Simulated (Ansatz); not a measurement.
One crystal and one scan (frozen-phonon scan) at two levels, PBE (plane waves to 420 eV, PAW, scalar-relativistic; Ansatz, a first-principles code) and r2SCAN (plane waves to 500 eV, PAW, scalar-relativistic; Ansatz), each from its own relaxed cell and on its own mesh. The cell shown is that of PBE.

Cu (fcc, Cu type)

```
CELL_PARAMETERS angstrom
      0.00000     3.62881     3.62881
      1.81440     0.00000     1.81440
      1.81440     1.81440     0.00000
ATOMIC_POSITIONS crystal
  Cu 0.00000 0.00000 0.00000
  Cu 0.50000 0.00000 0.00000
```

The atoms are displaced by Q × the pattern below (from a DFPT mode at L = (0.5, 0.0, 0.0), largest move 1; Q in Å), at fixed cell. (q is in reciprocal vectors of the primitive cell; the cell shown is doubled to hold the pattern.)

```
atom       x       y       z
----  ------  ------  ------
Cu1    0.577  -0.577  -0.577
Cu2   -0.577   0.577   0.577
```

Cu is run without spin polarisation. Cu was relaxed with its symmetry unable to fall. The PAW data are Ansatz's earlier set. With partly filled bands, energies and forces of such displacements shift with the k mesh and the smearing. Both scans cover Q from -0.280 to 0.280 Å.

ΔE (meV/cell), each from the undisplaced structure of its own level:

| Q (Å) | PBE | r2SCAN |
|---|---|---|
| -0.280 | 1392 | withheld |
| -0.233 | 900 | 1012 |
| -0.187 | 541 | 611 |
| -0.140 | 289 | 327 |
| -0.093 | 123 | 140 |
| -0.047 | 30 | 34 |
| 0.000 | 0 | 0 |
| 0.047 | 30 | 34 |
| 0.093 | 123 | 140 |
| 0.140 | 289 | 327 |
| 0.187 | 541 | 611 |
| 0.233 | 900 | 1012 |
| 0.280 | 1392 | withheld |

Question: Estimate the r2SCAN value at -0.280 from the PBE value there and the ratio of the two levels in the two nearest given rows on that side of the minimum.

Answer: At -0.233 and -0.187 the ratio r2SCAN/PBE averages 1.127, which gives 1.127 × 1392 = 1569 meV/cell. The calculation gives 1557 meV/cell, +11.9 % against PBE.

(A displaced cell: forces are minus the slopes of the energy, force constants its curvatures, and phonons follow from these.)
